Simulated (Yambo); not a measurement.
Yambo input for NaCl (rock salt, space group Fm-3m, No. 225) under isotropic strain of -3 % on all lattice vectors (a = b = c = 3.843 Å, α = β = γ = 60.00°), on PBEsol (Quantum ESPRESSO, PseudoDojo norm-conserving, 88 Ry, without SOC) wavefunctions on a 16×16×16 mesh:

```
optics
chi
dipoles
kernel
FFTGvecs= 40 Ry
Chimod= "HARTREE"
NGsBlkXd= 4 Ry
% QpntsRXd
 1 | 1 |
%
% BndsRnXd
 2 | 32 |
%
GrFnTpXd= "R"
% EnRngeXd
 0.0 | 20.0 | eV
%
% DmRngeXd
 0.2 | 0.2 | eV
%
CGrdSpXd= 50
ETStpsXd= 161
% LongDrXd
 1.0 | 0.0 | 0.0 |
%
```

First lines of the file o-*.eps_q1_inv_rpa_dyson:

```
Absorption @ Q(1):   1.00000000     0.00000000     0.00000000    [q->0 direction]
#
# [ X ] Hartree size     :   51
# [GEN] GF Energies     : Perdew, Burke & Ernzerhof SOL(X)+Perdew, Burke & Ernzerhof SOL(C)
# [GEN] Green`s Function     : Retarded
#
# [GEN] Gauge     : Length
# [GEN] [r,Vnl] included     : yes
#
#    E[1] [eV]     Im(eps)     Re(eps)     Im(eps_o)     Re(eps_o)
#
     0.000000     0.83814E-11     2.471968     -0.23603E-17     2.905173
     0.125000     0.753126E-3     2.472203     0.001023     2.905492
     0.250000     0.001508     2.472908     0.002049     2.906450
     0.375000     0.002267     2.474085     0.003081     2.908049
     0.500000     0.003033     2.475737     0.004120     2.910294
     0.625000     0.003806     2.477869     0.005170     2.913190
     0.750000     0.004590     2.480486     0.006233     2.916745
     0.875000     0.005387     2.483596     0.007313     2.920968
     1.000000     0.006198     2.487206     0.008412     2.925870
     1.125000     0.007027     2.491328     0.009534     2.931464
     1.250000     0.007877     2.495973     0.010682     2.937765
     1.375000     0.008749     2.501154     0.011860     2.944791
     1.500000     0.009648     2.506887     0.013071     2.952561
     1.625000     0.010576     2.513189     0.014321     2.961097
     1.750000     0.011537     2.520078     0.015613     2.970425
     1.875000     0.012536     2.527578     0.016952     2.980572
     2.000000     0.013576     2.535712     0.018344     2.991569
     2.125000     0.014663     2.544508     0.019795     3.003452
     2.250000     0.015801     2.553996     0.021313     3.016257
     2.375000     0.016998     2.564210     0.022903     3.030029
     2.500000     0.018261     2.575188     0.024576     3.044815
     2.625000     0.019596     2.586972     0.026340     3.060670
     2.750000     0.021014     2.599612     0.028207     3.077652
     2.875000     0.022525     2.613160     0.030188     3.095829
     3.000000     0.024141     2.627677     0.032300     3.115275
     3.125000     0.025877     2.643233     0.034559     3.136077
     3.250000     0.027751     2.659905     0.036984     3.158329
     3.375000     0.029781     2.677784     0.039599     3.182142
     3.500000     0.031994     2.696973     0.042434     3.207639
     3.625000     0.034420     2.717592     0.045522     3.234964
     3.750000     0.037097     2.739781     0.048907     3.264285
     3.875000     0.040072     2.763703     0.052641     3.295794
     4.000000     0.043407     2.789556     0.056793     3.329722
```
(The file goes on to the top of the energy range.) Convergence of the RPA response with its 16×16×16 mesh was not tested.

Geometry strained from the cell relaxed with PBEsol, atoms relaxed again.
